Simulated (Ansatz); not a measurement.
B3Ru2, a database entry at a rescaled volume

```
Ru B
1.0
     1.46600    2.53918    0.00000
    -1.46600    2.53918    0.00000
     0.00000    0.00000   12.93110
Ru B
4 6
Direct
  0.33330 0.33340 0.13985
  0.66660 0.66670 0.63985
  0.33330 0.33340 0.36015
  0.66670 0.66670 0.86015
  0.33330 0.33340 0.97220
  0.66660 0.66670 0.47220
  0.33330 0.33340 0.52780
  0.66670 0.66670 0.02780
  0.33330 0.33340 0.75000
  0.66660 0.66670 0.25000
```

The numbers come from plane-wave PAW DFT (Ansatz): r2SCAN, no spin polarisation, 500 eV, 10×10×2 Γ-centred k points, fermi-dirac occupations (width 0.0156 eV). Nothing was relaxed.

**Question.** Metal or insulator?

**Answer.** It is a metal, with about 2.2 states/eV a cell as the mean within 0.25 eV of the Fermi level, mostly Ru d (82 %) and B p (14 %).

**Question.** Is it stable against the elements?

**Answer.** -0.34 eV an atom against the elements' usual phases (free molecules for gases, crystals otherwise, with no correction for O₂ or N₂), so it is bound against them; other compounds may still compete. Relaxing would lower it.

**Question.** Give the Bader charges.

**Answer.** Bader charges in e: B -0.07, Ru +0.10. In the mean Ru gives up most and B takes most.

**Question.** Is the cell too large or too small?

**Answer.** The pressure is -8.8 GPa (compression positive), so with the atoms held at these fractions the cell would first shrink. The principal stresses -11.2, -7.6, -7.6 GPa differ, so its shape would change too.

Origin: a database entry at a rescaled volume.
